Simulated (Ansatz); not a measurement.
## Frozen-phonon scan for PbS (rock salt)

Starting cell, PbS (rock salt):

```xyz
4
Lattice="0.0000 5.9750 5.9750 2.9875 0.0000 2.9875 2.9875 2.9875 0.0000" Properties=species:S:1:pos:R:3 pbc="T T T"
S      0.0000     0.0000     0.0000
S      2.9875     5.9750     2.9875
Pb     2.9875     2.9875     2.9875
Pb     2.9875     5.9750     5.9750
```

A phonon eigenvector at L = (0.5, 0.0, 0.0) is frozen into this cell: atom i moves by Q times the vector below, so Q is the largest atomic displacement, in Å. The cell is held. It is one choice among 2 degenerate patterns. (q is in reciprocal vectors of the primitive cell; the cell shown is doubled to hold the pattern.)

```json
[
 {"atom": "Pb3", "x": "0.285", "y": "-0.520", "z": "0.805"},
 {"atom": "Pb4", "x": "-0.285", "y": "0.520", "z": "-0.805"}
]
```

Atoms not listed stay in place.

Calculation: r2SCAN (plane waves to 500 eV, PAW, scalar-relativistic; Ansatz, an electronic-structure program). k mesh 5×10×10 (Γ-centred), Fermi-Dirac smearing 0.05 eV. The energy includes the smearing's −TS. Compression counts positive. PbS was relaxed with its symmetry unable to fall. Spin-orbit coupling is left out, though Pb is heavy. The PAW data are Ansatz's earlier set. ΔE is measured from the undisplaced structure.

| Q (Å) | ΔE (meV/cell) | −dE/dQ from forces (eV/Å) | P (GPa) |
|---|---|---|---|
| -0.180 | 59.6 | 0.678 | 0.49 |
| -0.150 | 41.1 | 0.557 | 0.34 |
| -0.120 | 26.1 | 0.440 | 0.22 |
| -0.090 | 14.6 | 0.327 | 0.12 |
| -0.060 | 6.5 | 0.216 | 0.05 |
| -0.030 | 1.6 | 0.108 | 0.01 |
| 0.000 | 0.0 | 0.000 | 0.00 |
| 0.030 | 1.6 | -0.108 | 0.01 |
| 0.060 | 6.5 | -0.216 | 0.05 |
| 0.090 | 14.6 | -0.327 | 0.12 |
| 0.120 | 26.1 | -0.440 | 0.22 |
| 0.150 | 41.1 | -0.557 | 0.34 |
| 0.180 | 59.6 | -0.678 | 0.49 |

Read from the data:

```
Quantity                                                                                                              Value
-----------------------------------------------------------  --------------------------------------------------------------
Energy at Q = 0.180 Å                                                                                         59.6 meV/cell
Space group of the distorted cell                                                           P-1 (No. 2), lowered from Fm-3m
Symmetry of the curve                                                                         even: the same for both signs
Shape of the curve                                           a single well with its minimum at or next to zero displacement
Harmonic wavenumber from the curvature (finite differences)                                                         49 cm⁻¹
Wavenumber by perturbation theory (DFPT, on another k mesh)                                                         49 cm⁻¹
```

The 13 points together took around 21 core-minutes (rough).

(A displaced cell: forces are minus the slopes of the energy, force constants its curvatures, and phonons follow from these.)
